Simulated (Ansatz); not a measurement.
Computed with Ansatz 0.2.0, DFT PBE, scalar-relativistic, plane waves, PAW. All cells share a 420 eV cutoff and Γ-centred k meshes spaced at most about 0.3 Å⁻¹ (about 0.25 or finer for metals, 2π included). No spin polarisation in the final relaxations.

All energies are static (0 K, no zero-point motion).

Two forms of ScGaN were relaxed alike.

A.

```
CELL_PARAMETERS angstrom
3.53322 0.00000 0.00000
-1.76661 3.05986 0.00000
0.00000 0.00000 4.93229
ATOMIC_POSITIONS crystal
Sc 0.33333 0.66667 0.50000
Ga 0.66667 0.33333 0.00000
N 0.00000 0.00000 0.50000
```

B.

```
CELL_PARAMETERS angstrom
3.10529 0.00000 0.00000
0.00000 3.10529 0.00000
0.00000 0.00000 4.47237
ATOMIC_POSITIONS crystal
Sc 0.00000 0.00000 0.00000
Ga 0.50000 0.50000 0.50000
N 0.50000 0.50000 0.00000
```

Question: Which would you expect to be lower, and how large is the difference?

Answer: B is lower, by 0.32 eV/atom. A has space group P-6m2 (No. 187), 17.8 Å³/atom and no gap on its mesh; B has space group P4/mmm (No. 123), 14.4 Å³/atom and no gap. Counting N atoms around Ga and Sc (those within 1.25 times the shortest such distance or 1.15 times the sum of covalent radii; the shortest distance is added where it is long for a bond), A has Sc 3, Ga 6 from 3.2 Å and B has Sc 4, Ga 2. The denser one is the lower, and pressure would at first widen the difference. Both come from invented guesses.

Cells relaxed within their symmetry can be saddle points.
